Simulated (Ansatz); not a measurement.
BAs:
```
CELL_PARAMETERS angstrom
      0.00000     2.38398     2.38398
      2.38398     0.00000     2.38398
      2.38398     2.38398     0.00000
ATOMIC_POSITIONS crystal
  As 0.75000 0.75000 0.75000
  B  0.00000 0.00000 0.00000
```

Relaxed with PBEsol. Special points in fractions of this cell's reciprocal vectors: Γ (0.000, 0.000, 0.000); X (0.500, 0.000, 0.500); U (0.625, 0.250, 0.625); K (0.375, 0.375, 0.750); L (0.500, 0.500, 0.500); W (0.500, 0.250, 0.750).

List the band energies nearest the valence-band maximum at these points for the program Ansatz at the PBEsol with spin–orbit coupling level (PAW).

In eV from the valence-band maximum; about four levels below and three above (degenerate sets whole), none deeper than 8.9 eV; points with the same levels are listed once.

| k | below | above |
|---|---|---|
| Γ | 0.00 0.00 0.00 0.00 | 3.04 3.04 3.26 3.26 3.26 3.26 |
| X | -4.26 -4.26 -4.12 -4.12 | 1.25 1.25 1.28 1.28 |
| U | -6.16 -6.06 -3.59 -3.59 | 1.87 1.88 5.41 |
| L | -1.98 -1.98 -1.83 -1.83 | 2.61 2.61 4.64 4.64 |
| W | -5.72 -5.58 -5.34 -5.32 | 5.12 5.13 5.87 5.87 |

Space group F-43m (zinc blende). The cell was relaxed with PBEsol under the symmetry of its start.

Potentials: the later of the program's two PAW sets.
